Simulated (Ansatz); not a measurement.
**Two inputs for HfO2 with nitrogen replacing O**

This input was run with Ansatz:

```yaml
crystal:
  lattice:
    - [-0.8761689838, 5.1506447, 5.2029534954]
    - [4.2180060274, 0.0, 5.2029534954]
    - [5.0941750112, 5.1506447, 0.0]
  atoms:
    - { symbol: Hf, position: [0.444918115, 0.262989215, 0.013146565] }
    - { symbol: Hf, position: [0.944918115, 0.762989215, 0.513146565] }
    - { symbol: Hf, position: [0.513146565, 0.278946105, 0.444918115] }
    - { symbol: Hf, position: [0.013146565, 0.778946105, 0.944918115] }
    - { symbol: Hf, position: [0.055081885, 0.237010785, 0.486853435] }
    - { symbol: Hf, position: [0.555081885, 0.737010785, 0.986853435] }
    - { symbol: Hf, position: [0.986853435, 0.221053895, 0.055081885] }
    - { symbol: Hf, position: [0.486853435, 0.721053895, 0.555081885] }
    - { symbol: O, position: [0.63655306, 0.34202493, 0.10597289] }
    - { symbol: O, position: [0.13655306, 0.84202493, 0.60597289] }
    - { symbol: O, position: [0.10597289, 0.41544912, 0.13655306] }
    - { symbol: O, position: [0.60597289, 0.91544912, 0.63655306] }
    - { symbol: O, position: [0.86344694, 0.15797507, 0.39402711] }
    - { symbol: O, position: [0.36344694, 0.65797507, 0.89402711] }
    - { symbol: O, position: [0.39402711, 0.08455088, 0.36344694] }
    - { symbol: O, position: [0.89402711, 0.58455088, 0.86344694] }
    - { symbol: "N", position: [0.30432544, 0.04192734, 0.02643344] }
    - { symbol: O, position: [0.80432544, 0.54192734, 0.52643344] }
    - { symbol: O, position: [0.02643344, 0.12731378, 0.80432544] }
    - { symbol: O, position: [0.52643344, 0.62731378, 0.30432544] }
    - { symbol: O, position: [0.19567456, 0.45807266, 0.47356656] }
    - { symbol: O, position: [0.69567456, 0.95807266, 0.97356656] }
    - { symbol: O, position: [0.47356656, 0.37268622, 0.69567456] }
    - { symbol: O, position: [0.97356656, 0.87268622, 0.19567456] }
total_charge: -1
kpoints:
  mp_grid: { grid: [3, 3, 3], shift: [0.5, 0.5, 0.5] }
scf:
  occupations: { method: fermi_dirac, width: 0.01 }
hamiltonian:
  xc: pbe
  pseudopotentials: { kind: paw }
output:
  forces: true
  stress: true
  populations: true
  efg:
    quadrupole_moments_barn: { Hf: 3.365, O: -0.02558, "N": 0.02044 }
    contact_densities: true
basis:
  ecutwfc: "14.7 Ry"
```

It converged. Of its output the block on the nuclei alone is shown, without the SCF iterations, energies, forces and stress (one atom of each set, the first 14 sets):

```
--- PAW observables at the nuclei: V_zz in 10²¹ V/m², potentials from the cell's mean, atoms counted from 1 ---
  atom   1  Hf V_zz =   -15.142371   η = 0.9518   by run symmetry: allowed   C_q = -1232.0642 MHz
            electrostatic potential = -14167.254289 V   contact ρ = 7528728.788793 e/Å³
  atom   2  Hf V_zz =   +10.263541   η = 0.1884   by run symmetry: allowed   C_q = +835.0964 MHz
            electrostatic potential = -14166.547216 V   contact ρ = 7528724.592745 e/Å³
  atom   3  Hf V_zz =   +11.062141   η = 0.0500   by run symmetry: allowed   C_q = +900.0749 MHz
            electrostatic potential = -14166.618370 V   contact ρ = 7528725.031151 e/Å³
  atom   4  Hf V_zz =   +11.070471   η = 0.2829   by run symmetry: allowed   C_q = +900.7526 MHz
            electrostatic potential = -14166.715584 V   contact ρ = 7528725.936746 e/Å³
  atom   5  Hf V_zz =   +10.226902   η = 0.2785   by run symmetry: allowed   C_q = +832.1154 MHz
            electrostatic potential = -14166.560630 V   contact ρ = 7528724.277764 e/Å³
  atom   6  Hf V_zz =   -15.965525   η = 0.9023   by run symmetry: allowed   C_q = -1299.0403 MHz
            electrostatic potential = -14167.415291 V   contact ρ = 7528731.161855 e/Å³
  atom   7  Hf V_zz =   -12.095425   η = 0.5431   by run symmetry: allowed   C_q = -984.1483 MHz
            electrostatic potential = -14167.485775 V   contact ρ = 7528731.091733 e/Å³
  atom   8  Hf V_zz =   +11.931998   η = 0.1081   by run symmetry: allowed   C_q = +970.8510 MHz
            electrostatic potential = -14166.590499 V   contact ρ = 7528724.619784 e/Å³
  atom   9  O  V_zz =    +0.945875   η = 0.8384   by run symmetry: allowed   C_q = -0.5850 MHz
            electrostatic potential = -622.825973 V   contact ρ = 2159.755106 e/Å³
  atom  10  O  V_zz =    +0.830464   η = 0.9258   by run symmetry: allowed   C_q = -0.5137 MHz
            electrostatic potential = -622.428422 V   contact ρ = 2159.549381 e/Å³
  atom  11  O  V_zz =    -0.942276   η = 0.8975   by run symmetry: allowed   C_q = +0.5828 MHz
            electrostatic potential = -622.770089 V   contact ρ = 2159.628485 e/Å³
  atom  12  O  V_zz =    -0.586240   η = 0.9890   by run symmetry: allowed   C_q = +0.3626 MHz
            electrostatic potential = -622.514843 V   contact ρ = 2159.636071 e/Å³
  atom  13  O  V_zz =    -0.684117   η = 0.6959   by run symmetry: allowed   C_q = +0.4231 MHz
            electrostatic potential = -622.541911 V   contact ρ = 2159.487093 e/Å³
  atom  14  O  V_zz =    -1.092102   η = 0.7936   by run symmetry: allowed   C_q = +0.6755 MHz
            electrostatic potential = -622.686940 V   contact ρ = 2159.619484 e/Å³
```

Q: Can these gradients be trusted, and how do they compare with a run on standard settings?

A: Not as converged values. Against the standard input the change is `kpoints.mp_grid.shift`: not typed → [0.5, 0.5, 0.5]; `basis.ecutwfc`: not typed → 14.7 Ry. A site carries the number of its first atom; V_zz in 10²¹ V/m².

```csv
site,atom,V_zz standard,η standard,V_zz here,η here
Hf4,4,12.22,0.29,11.07,0.28
Hf6,6,-19.31,0.82,-15.97,0.90
Hf7,7,-15.81,0.50,-12.10,0.54
Hf8,8,12.92,0.04,11.93,0.11
O10,10,1.12,0.64,0.83,0.93
O11,11,1.37,0.82,-0.94,0.90
O12,12,0.91,0.56,-0.59,0.99
O13,13,-0.78,0.95,-0.68,0.70
O16,16,1.25,0.54,0.79,0.76
N,17,2.44,0.53,1.66,0.61
O19,19,-1.24,0.95,1.01,0.99
O22,22,0.68,0.76,0.76,0.71
```

The largest change of V_zz along a kept axis is on Hf7, from -15.81 to -12.10. In per cent, |V_zz| changes by -24 to -8 on Hf, -37 to +12 on O, -32 on N (all sites that start above 0.5, bar those whose gradient vanishes or changes sign or whose main axis turns by over 40°). Where |V_zz| stays above 0.1 and the axes keep their order, η moves most on O10, from 0.64 to 0.93. On O11, O19, O12 the largest principal value lies along another axis in the second run, so the two V_zz can't be compared directly. The table leaves out 12 of the 24 sites, with |V_zz| up to 16.88; their tensors move by 2.12 at most along any direction. The statements above cover all sites. SCF iterations: 11 and 11. New warnings: cutoff below recommended. In the changed run the cutoff of 200 eV lies below the one recommended for these PAW files, so its values aren't converged ones.

On the reference run: The defect repeats with the cell of 24 atoms, so it feels its images: sites between two images don't show the values beside a lone defect, and zeros or small values of η there can come from the images' arrangement. Hf and O carry a gradient in the pure host already, so the values there aren't the defect's effect alone. A uniform background compensates the cell's charge. Without spin–orbit coupling the gradients at and beside Hf can be off by some per cent, at some sites by more. The cell keeps the host's lattice, where the PBE pressure is 8 GPa (in a charged cell this depends on the convention for the mean potential). The neighbours have not yet relaxed around the defect (largest force 1.9 eV/Å), so a real crystal will differ.
